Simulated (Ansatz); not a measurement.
TiS$_{2}$:
```
TiS2
1.0
    3.36033     0.00000     0.00000
   -1.68016     2.91013     0.00000
    0.00000     0.00000    16.57080
Ti S
3 6
Direct
  0.00000   0.00000   0.50000
  0.00000   0.00000   0.83331
  0.00000   0.00000   0.16669
  0.33333   0.66667   0.58618
  0.33333   0.66667   0.91949
  0.33333   0.66667   0.25286
  0.66667   0.33333   0.74714
  0.66667   0.33333   0.08051
  0.66667   0.33333   0.41382
```

Relaxed with PBE+D3(BJ). Special points in fractions of this cell's reciprocal vectors: Γ (0.000, 0.000, 0.000); M (0.500, 0.000, 0.000); K (0.333, 0.333, 0.000); A (0.000, 0.000, 0.500); L (0.500, 0.000, 0.500); H (0.333, 0.333, 0.500).

**Question.** List the band energies nearest the Fermi level at these points for PBE+D3(BJ) in the plane-wave PAW code Ansatz.

**Answer.** In eV from the Fermi level; about four levels below and three above (degenerate sets whole), none deeper than 8.9 eV; points with the same levels are listed once.

| k | below | above |
|---|---|---|
| Γ | -0.04 -0.04 -0.03 -0.03 | 0.16 0.16 0.17 |
| M | -1.56 -1.56 -1.28 -1.28 | 0.02 0.02 0.19 |
| K | -2.35 -2.35 -2.35 -2.35 -2.35 | 1.28 1.30 1.30 |
| A | -0.59 -0.59 -0.10 -0.10 | 0.09 0.09 0.09 0.09 |
| L | -1.51 -1.51 -1.17 -1.16 -0.13 | 0.16 0.16 1.65 1.65 1.65 |
| H | -2.53 -2.53 -2.23 -2.23 | 1.29 1.29 1.30 |

Space group P-3m1 (CdI2 type). The PBE+D3(BJ) relaxation kept the symmetry of its start. No spin polarisation was allowed.

Potentials: the later of the program's two PAW sets.
